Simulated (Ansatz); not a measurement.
The relaxed structure here is a generated cell of ZrCu: the first start was made by placing the elements on the sites of a structure type, and the end was not matched to a known phase here, so it may be hypothetical.

A relaxed cell of ZrCu (P4₂/mnm (No. 136)), relaxed on a k-mesh at least as fine as the one used below. Calculation: PBE (plane waves to 420 eV, PAW, scalar-relativistic; Ansatz, a program for electronic structure). Γ-centred k-mesh 6×6×6 on the run's cell (coarser than for final values), Fermi–Dirac smearing 0.05 eV.

```
ZrCu
1.0
    5.25684     0.00000     0.00000
    0.00000     5.25684     0.00000
    0.00000     0.00000     5.43236
Zr Cu
4 4
Direct
  0.19956   0.80044   0.00000
  0.69956   0.69956   0.50000
  0.30044   0.30044   0.50000
  0.80044   0.19956   0.00000
  0.32342   0.32342   0.00000
  0.82342   0.17658   0.50000
  0.17658   0.82342   0.50000
  0.67658   0.67658   0.00000
```

The atoms are displaced by (Å):

```json
[
 {"atom": "Zr1", "ux": "0.098", "uy": "-0.025", "uz": "-0.103"},
 {"atom": "Zr2", "ux": "-0.079", "uy": "-0.010", "uz": "0.025"},
 {"atom": "Zr3", "ux": "0.134", "uy": "0.040", "uz": "-0.034"},
 {"atom": "Zr4", "ux": "0.037", "uy": "0.072", "uz": "-0.011"},
 {"atom": "Cu5", "ux": "-0.040", "uy": "-0.084", "uz": "0.028"},
 {"atom": "Cu6", "ux": "0.026", "uy": "-0.148", "uz": "0.074"},
 {"atom": "Cu7", "ux": "-0.072", "uy": "-0.045", "uz": "0.002"},
 {"atom": "Cu8", "ux": "0.015", "uy": "0.062", "uz": "0.166"}
]
```

What forces (eV/Å) and pressure result?


```
atom     Fx     Fy     Fz
----  -----  -----  -----
Zr1   -0.64   0.06   0.31
Zr2    0.30  -0.15   0.73
Zr3   -0.92  -0.93   0.18
Zr4   -0.13  -0.25   0.30
Cu5    0.29   0.30  -0.28
Cu6    0.36   0.86  -0.26
Cu7    0.30   0.22  -0.43
Cu8    0.44  -0.11  -0.56
```

Pressure +0.8 GPa.

Estimate the energy cost of the displacement in the harmonic approximation and compare with the calculation.

For a harmonic well ΔE = −½ Σ F·u = 0.301 eV a cell, or 38 meV/atom. The calculated energy relative to the undisplaced cell is +0.04 eV/atom, so the harmonic estimate holds well.

The undisplaced cell is probably no minimum: from this displacement the run went on to C2/m (No. 12), 0.27 eV/atom below it.

No spin polarisation in the result.
